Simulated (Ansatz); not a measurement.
Simulated powder pattern, Cu Kα1, λ = 1.54056 Å (kinematic, ideal powder, no thermal factors, no anomalous dispersion; the 30 strongest lines at most, above 1 %, up to 2θ = 90°):

```tsv
2θ (°)	d (Å)	I/Imax (%)
30.41	2.937	44
31.79	2.813	100
39.76	2.265	58
50.86	1.794	40
54.91	1.671	36
57.49	1.602	18
63.27	1.469	3.4
66.42	1.406	17
67.20	1.392	25
77.38	1.232	7.7
83.55	1.156	21
85.70	1.133	5.7
88.58	1.103	10
```

The pattern belongs to a structure relaxed with r²SCAN in the plane-wave PAW code Ansatz.

Which compound is it?
A) Nb, bcc (W type)
B) NbC2, MoSi2 or CaC2 type
C) C, Fd-3m (C on 8b, C on 32e)
D) Cr2C, P4/nmm (Cr on 2a, Cr on 2c, C on 2c)

B, NbC2, MoSi2 or CaC2 type

Give the lattice parameters.

a = 3.204 Å, c = 5.874 Å.

Space group I4/mmm (MoSi2 or CaC2 type). The start of the workflow was typed in or built on a structure type; neither database checked (COD, Materials Project) lists it. Whether it is the stable phase at ambient conditions was not checked. Symmetry was held in the r²SCAN relaxation; its stability against distortions is not shown here. No spin polarisation was allowed. The volume moved by -28 % from the start of the relaxation. Its formation energy is positive at this level, so the cell may be metastable or incomplete.

Potentials: the earlier of the program's two PAW sets.
